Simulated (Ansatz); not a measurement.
The elements of this relaxed trial crystal are hidden behind letters.

```
lattice vectors (Å)
   5.1344    0.0000    0.0000
   0.0000    5.1344    0.0000
   0.0000    0.0000    5.1344
fractional positions
X 0.7500 0.7500 0.7500
X 0.7500 0.2500 0.2500
X 0.2500 0.2500 0.7500
X 0.2500 0.7500 0.2500
Z 0.0000 0.0000 0.0000
Z 0.5000 0.5000 0.5000
```

Level of theory: Ansatz, DFT PBE, scalar-relativistic, plane waves, PAW. Cutoff 420 eV, Γ-centred 8×8×8 mesh (6-atom cell), Gaussian smearing of 0.10 eV, no spin polarisation.

| Property | Result |
| --- | --- |
| Space group | Pn-3m (No. 224) |
| Conventional cell | a = 5.134 Å |
| Volume per atom | 22.56 Å³ |
| Density | 6.03 g/cm³ |
| Energy over the elements | −0.29 eV/atom |
| Gap on the 8×8×8 mesh of the 6-atom cell | 0 eV (a metal) |

Energies are uncorrected and count from the elements' standard states at the same level.

Q: X is a p-block element of period 5 and Z is a p-block element of period 2. Which elements are they?

A: X = In, Z = O, so the formula is In2O, here in the cuprite type. Density times volume gives a mean mass of 6.03 × 22.56/1.6605 = 81.9 u per atom, and this set has 81.9 u. Among the elements that the hints allow, noble gases aside, only these give it. In has 2 O at 2.22 Å; O has 4 In at 2.22 Å.

Symmetry constrained the relaxation, so the result can be a saddle point.
